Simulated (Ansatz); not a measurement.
Structures of Mg2C3: which is lowest?

Plane-wave DFT in Ansatz with scalar-relativistic PAW potentials, cutoff 420 eV, Γ-centred meshes chosen by cell and gap, Gaussian smearing with energies taken to zero width. Every cell was relaxed (cell and atoms) in a run of its own, within the symmetry of its start. Functional: PBE.

Relaxed structures (starts from databases or built by putting these elements on another compound's sites):
A. R-3c, 10 atoms in the computed cell, a = 4.775 Å, c = 18.243 Å; sites (symmetry × multiplicity) Mg 3. × 12, C .2 × 18; start: built
B. P321, 5 atoms in the computed cell, a = 4.604 Å, c = 3.189 Å; sites (symmetry × multiplicity) Mg 3.. × 2, C .2. × 3; start: built
C. C2/m, 5 atoms in the computed cell, a = 4.817 Å, b = 4.695 Å, c = 5.041 Å, β = 104.5°; sites (symmetry × multiplicity) Mg m × 4, C 2/m × 2 + m × 4; start: database

Rank them by energy. Could pressure change the order?

| structure | group | E − E(lowest) (meV/atom) | V (Å³/atom) | gap on mesh (eV) |
| --- | --- | --- | --- | --- |
| C | C2/m | 0.0 | 11.04 | 1.62 |
| A | R-3c | 481 | 12.01 | 0.00 |
| B | P321 | 502 | 11.70 | 0.00 |

C is lowest, 481 meV/atom under A. The lowest is also the densest of these, so pressure wouldn't bring one of the others in at first order. Other structures may lie lower than all of these, and vibrations aren't counted.